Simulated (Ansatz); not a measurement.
PbSe (rock salt)

```
CELL_PARAMETERS angstrom
      0.00000     3.08901     3.08901
      3.08901     0.00000     3.08901
      3.08901     3.08901     0.00000
ATOMIC_POSITIONS crystal
  Se 0.00000 0.00000 0.00000
  Pb 0.50000 0.50000 0.50000
```

Equation-of-state scan: isotropic scaling of the cell above, V₀ being its volume. Symmetry pins the atoms to their sites.

Computed with r2SCAN (plane waves to 500 eV, PAW, scalar-relativistic; Ansatz, a first-principles code). k mesh 9×9×9 (Γ-centred), Fermi-Dirac smearing 0.05 eV. E stands for the smeared free energy. Compression counts positive. PbSe was relaxed with its symmetry unable to fall. Spin-orbit coupling is left out, though Pb is heavy. The zero of ΔE is the relaxed starting cell.

```tsv
V (Å³/atom)	ΔE (meV/atom)
26.528	56.8
27.117	35.0
27.707	18.9
28.296	8.1
28.886	1.9
29.475	0.0
30.065	1.9
30.654	7.1
31.244	15.4
31.833	withheld
32.423	40.0
```

Task: Fit a third-order Birch-Murnaghan form (E₀, V₀, B₀, B₀′ free) to the given rows and predict ΔE at V = 31.833.

Result: Least squares on the 10 given rows: ΔE = E₀ + (9V₀B₀/16)·y²·[2 + (B₀′ − 4)y], y = (V₀/V)^(2/3) − 1, with V₀ = 29.472 Å³/atom, B₀ = 51.37 GPa (160.2 GPa = 1 eV/Å³; the term in eV is multiplied by 1000), B₀′ = 4.33, E₀ = 0.01 meV/atom; root-mean-square residual 0.03 meV/atom. At 31.833 the fit gives 26.4 meV/atom; the calculation gives 26.5 meV/atom, so the interpolation is off by -0.1 (-0.4 %). For the pressure the fit gives -3.35 GPa against the computed -3.35 GPa.

(Under strain, the slope of the energy per volume gives the stress and its curvature an elastic modulus.)
